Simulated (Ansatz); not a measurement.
Ti₂O (anti-CdI2 type, P-3m1) under volume change, PBEsol in the plane-wave PAW code Ansatz, shape and atoms relaxed at each volume.

```json
[
 {"V (Å³/atom)": "10.819", "E − E(relaxed) (meV/atom)": "69.9", "P (GPa)": "22.73"},
 {"V (Å³/atom)": "11.175", "E − E(relaxed) (meV/atom)": "29.4", "P (GPa)": "13.93"},
 {"V (Å³/atom)": "11.532", "E − E(relaxed) (meV/atom)": "6.9", "P (GPa)": "6.41"},
 {"V (Å³/atom)": "11.889", "E − E(relaxed) (meV/atom)": "0.0", "P (GPa)": "0.00"},
 {"V (Å³/atom)": "12.245", "E − E(relaxed) (meV/atom)": "6.3", "P (GPa)": "-5.47"},
 {"V (Å³/atom)": "12.602", "E − E(relaxed) (meV/atom)": "23.7", "P (GPa)": "-10.11"},
 {"V (Å³/atom)": "12.959", "E − E(relaxed) (meV/atom)": "50.7", "P (GPa)": "-14.05"}
]
```

Task: What does a third-order Birch–Murnaghan fit give for V₀, B₀ and B′?

Result: V₀ = 11.89 Å³/atom, B₀ = 197 GPa, B′ = 4.3.

The first step of the workflow began from a Materials Project structure, measured or hypothetical; the Crystallography Open Database files this formula in space group No. 164, but the cells were not matched. Whether it is the stable phase at ambient conditions was not checked. The cell was relaxed with PBEsol under the symmetry of its start; of distortions, only those at the zone centre were tested. The run is not spin-polarised.

Potentials: the later of the program's two PAW sets.
